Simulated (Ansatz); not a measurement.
K2H4Pt: random displacements

These are results of DFT PBEsol, scalar-relativistic, plane waves, PAW (Ansatz 0.2.0), not measurements. Cutoff 420 eV, Γ-centred 6×6×6 k-points, Gaussian smearing of 0.05 eV. Spin–orbit coupling is left out, which matters for the heavy elements here. No spin polarisation. Energies are free energies at this smearing, counted from the undisturbed cell; pressure is positive in compression.

Zero of the scan (as given, not relaxed at this level, and it needn't be the usual structure):

```xyz
7
Lattice="-2.8746 2.8746 3.8612 2.8746 -2.8746 3.8612 2.8746 2.8746 -3.8612" Properties=species:S:1:pos:R:3 pbc="T T T"
K     2.8746    0.0000    1.9306
K     0.0000    2.8746    1.9306
H     1.7087   -1.7087    3.8612
H     1.1659    1.1659    0.0000
H    -1.7087    1.7087    3.8612
H     1.7087    1.7087    3.8612
Pt    0.0000    0.0000    0.0000
```

After a displacement of all atoms with no net shift and a strain of the cell, the run gives ΔE = 88.4 meV/atom; stress (xx, yy, zz, yz, xz, xy; compression positive) (0.65, -1.34, 0.48, -0.35, 0.76, -1.56) GPa; gap on the mesh 2.51 eV.

| atom | Fx (eV/Å) | Fy | Fz |
| --- | --- | --- | --- |
| K1 | 0.133 | 0.294 | -0.085 |
| K2 | -0.331 | -0.133 | 0.370 |
| H3 | -0.371 | 0.849 | 0.142 |
| H4 | 0.360 | 0.231 | -0.219 |
| H5 | 0.492 | 0.711 | -0.170 |
| H6 | 0.611 | 1.440 | -0.241 |
| Pt7 | -0.894 | -3.393 | 0.202 |

Question: Which displacements (Å, in the unstrained cell) and strain were applied?

Answer:
| atom | ux | uy | uz |
| --- | --- | --- | --- |
| K1 | 0.06 | -0.15 | -0.05 |
| K2 | 0.15 | 0.02 | -0.14 |
| H3 | -0.02 | -0.05 | -0.25 |
| H4 | -0.02 | 0.20 | 0.17 |
| H5 | -0.22 | -0.02 | 0.21 |
| H6 | 0.03 | -0.17 | 0.03 |
| Pt7 | 0.03 | 0.17 | 0.02 |
Strain (Voigt, engineering shear): (0.0088, -0.0035, 0.0121, 0.0092, -0.0675, -0.0551).